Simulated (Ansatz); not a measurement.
The cell was built from the wurtzite type and relaxed in the same program, and has space group P6_3mc; it needn't be a known or the stable phase.

An input for PtSe: DFT, PBE, all-electron LAPW, scalar-relativistic (Ansatz 0.2.0).

Command: `ansatz run input.yaml --threads 1 --pin off --max-ram 3072MiB --backend cpu --events-out ev --progress --plain --runs-dir out` The run took 5.2 min on 1 thread of Arm Neoverse V2, on a shared host.

```yaml
crystal:
  lattice:
    - [3.8499446572, 0.0, 0.0]
    - [-1.9249723286, 3.3341498763, 0.0]
    - [0.0, 0.0, 7.0964647173]
  atoms:
    - { symbol: Pt, position: [0.3333333333, 0.6666666667, 0.0126290861] }
    - { symbol: Pt, position: [0.6666666667, 0.3333333333, 0.5126290861] }
    - { symbol: Se, position: [0.3333333333, 0.6666666667, 0.3633709139] }
    - { symbol: Se, position: [0.6666666667, 0.3333333333, 0.8633709139] }
kpoints:
  mp_grid: { grid: [10, 10, 6] }
  band_path:
    path:
      - [0.0, 0.0, 0.0]
      - [0.5, 0.0, 0.0]
      - [0.3333333333, 0.3333333333, 0.0]
      - [0.0, 0.0, 0.0]
      - [0.0, 0.0, 0.5]
      - [0.5, 0.0, 0.5]
      - [0.3333333333, 0.3333333333, 0.5]
      - [0.0, 0.0, 0.5]
      - [0.5, 0.0, 0.5]
    npoints: 14
scf:
  occupations: { method: fermi_dirac, width: 0.03 }
hamiltonian:
  xc: pbe
  pseudopotentials: { kind: all_electron, lapw: { basis_error: 0.001 } }
output:
  forces: true
  stress: true
  eigenvalues: true
  populations: true
  dos: { projected: true, de: 0.2, e_range: [-14, 8] }
```

Set-up and iterations as logged by Ansatz (the results part is left out, to be predicted):

```
Pt: projections on atomic orbitals take those of the free atom 1s2 2s2 2p6 3s2 3p6 3d10 4s2 4p6 4d10 4f14 5s2 5p6 5d9 6s1, of charge +0.00 (hamiltonian.pseudopotentials.projection_atoms)
Se: projections on atomic orbitals take those of the free atom 1s2 2s2 2p6 3s2 3p6 3d10 4s2 4p4, of charge +0.00 (hamiltonian.pseudopotentials.projection_atoms)
LAPW: plane waves up to 9.274 Å⁻¹, error target 1.0e-3 eV per atom; small_component_spin mean_spin; Se in spheres of 1.184 Å, 24 of its electrons in bands, Dirac shells []; Pt in spheres of 1.278 Å, 42 of its electrons in bands, Dirac shells []
Engine: ansatz 0.2.0
Pseudopotentials: kind: all_electron
Pseudopotential: Pt, LAPW, valence charge 42, Koelling and Harmon's equation, gaussian nucleus
Pseudopotential: Se, LAPW, valence charge 24, Koelling and Harmon's equation, gaussian nucleus
Functional definition: PBE
  parameter kappa = 0.804
  parameter beta = 0.06672455060314922
  exchange = pbe_x(kappa = kappa, mu = beta*pi^2/3)
  correlation = pbe_c(beta = beta)
Crystal: 4 atoms, lattice volume = 91.092 Å³
Basis set: ecut = 327.71941577418255 eV, 1221 PW (Γ), exchange–correlation at level 2
Bands: 80, of which v1, the nominal top of the filled ones, is band 66 counted from 1 (65 counted from 0)
Symmetry: 12 space group operations
Space group: P63mc (ITA 186), of the structure as read, at distance tolerance 4.5e-5 Å
k-points: 56 of 600 (time reversal used)
Non-local potential: Pt, projectors of the file, none
Non-local potential: Se, projectors of the file, none
Initial density: superposition of atomic densities (chi_scale 0.1, normalization cell, long waves kept (reshape's long-wave potential 0.00 eV rms))
Initial wavefunctions: plane waves of lowest kinetic energy (no species holds an atomic orbital)
Functional: x = pbe(κ = 0.804, μ = 0.2195149727645171), c = pbe(β = 0.06672455060314922)
iter 1 solved again at ethr=5.31e-4 eV; its pass at ethr=1.00e-1 eV (dr2=7.00e-1 eV) is discarded
SCF iter   1: F=—  HF=-1134166.334877 eV  |F-HF|=—  |Δ(HF+E_count)|=         —  Δρ=2.82e-2  dr2=7.03e-1  ethr=5.31e-4  ⟨swp⟩=2.7  Hψ=27560  notcnv=0
SCF iter   2: F=—  HF=-1134165.906642 eV  |F-HF|=—  |Δ(HF+E_count)|=   4.28e-1  Δρ=1.14e-2  dr2=1.80e-1  ethr=5.31e-4  ⟨swp⟩=2.0  Hψ=13665  notcnv=0
SCF iter   3: F=—  HF=-1134165.933412 eV  |F-HF|=—  |Δ(HF+E_count)|=   2.68e-2  Δρ=5.04e-3  dr2=4.16e-2  ethr=1.37e-4  ⟨swp⟩=2.0  Hψ=13664  notcnv=0
SCF iter   4: F=—  HF=-1134165.882601 eV  |F-HF|=—  |Δ(HF+E_count)|=   5.08e-2  Δρ=2.33e-3  dr2=9.27e-3  ethr=3.16e-5  ⟨swp⟩=2.0  Hψ=13326  notcnv=0
iter 5 solved again at ethr=5.36e-7 eV; its pass at ethr=7.03e-6 eV (dr2=7.08e-4 eV) is discarded
SCF iter   5: F=—  HF=-1134165.875577 eV  |F-HF|=—  |Δ(HF+E_count)|=         —  Δρ=7.83e-4  dr2=7.07e-4  ethr=5.36e-7  ⟨swp⟩=2.0  Hψ=22076  notcnv=0
the basis was enlarged: its passes take 374.6 KiB over the memory plan, 1 of 1 planned eigensolver slots
SCF iter   6: F=—  HF=-1134165.875491 eV  |F-HF|=—  |Δ(HF+E_count)|=   8.65e-5  Δρ=2.54e-4  dr2=6.50e-5  ethr=5.36e-7  ⟨swp⟩=2.0  Hψ=12897  notcnv=0
SCF iter   7: F=—  HF=-1134165.875472 eV  |F-HF|=—  |Δ(HF+E_count)|=   1.85e-5  Δρ=8.33e-5  dr2=7.65e-6  ethr=4.93e-8  ⟨swp⟩=2.0  Hψ=12897  notcnv=0
SCF iter   8: F=—  HF=-1134165.875474 eV  |F-HF|=—  |Δ(HF+E_count)|=   2.05e-6  Δρ=1.86e-5  dr2=3.30e-7  ethr=5.80e-9  ⟨swp⟩=3.0  Hψ=13244  notcnv=0
SCF iter   9: F=-1134165.875474 eV  HF=-1134165.875474 eV  |F-HF|=7.92e-9  |Δ(HF+E_count)|=   1.03e-7  Δρ=7.19e-6  dr2=3.85e-8  ethr=2.50e-10  ⟨swp⟩=3.0  Hψ=13450  notcnv=0
```

Question: What pressure will this run report?

Answer: 0.04 GPa (positive in compression).

Question: Is there a band gap?

Answer: none: bands cross the Fermi level, a metal.
